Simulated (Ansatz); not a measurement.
The relaxed structure here is a generated cell of Ru: the first start was made by placing the elements on the sites of a structure type, and the end was not matched to a known phase here, so it may be hypothetical. Known forms of Ru include space group No. 194.

One starting cell of Ru (a generated cell, Ru built in the AFLOW prototype A_hR1_166_a (A_i)) was relaxed twice with Ansatz (plane waves, PAW, scalar-relativistic): with r2SCAN at 500 eV and with PBE at 420 eV. The r2SCAN result:

```cif
data_Ru
_chemical_formula_sum 'Ru1'
_space_group_name_H-M_alt 'P 1'
_space_group_IT_number 1
_cell_length_a 2.49094
_cell_length_b 2.49094
_cell_length_c 2.49094
_cell_angle_alpha 90.000
_cell_angle_beta 90.000
_cell_angle_gamma 90.000
loop_
_space_group_symop_operation_xyz
  'x, y, z'
loop_
_atom_site_label
_atom_site_type_symbol
_atom_site_fract_x
_atom_site_fract_y
_atom_site_fract_z
_atom_site_occupancy
Ru1 Ru 0.00000 0.00000 0.00000 1
```

| quantity | r2SCAN | PBE |
|---|---|---|
| space group | Pm-3m | Pm-3m |
| volume (Å³/atom) | 15.46 | 15.84 |
| a (Å) | 2.491 | 2.511 |
| gap (eV, no spin-orbit coupling) | 0.00 | 0.00 |

Both levels end in the same structure; PBE's volume is 2.5 % larger. Neither column is exact.

No spin polarisation in the result.

The run could not lose the symmetry of its start, so the end can be a saddle point.

Ansatz is a first-principles code.
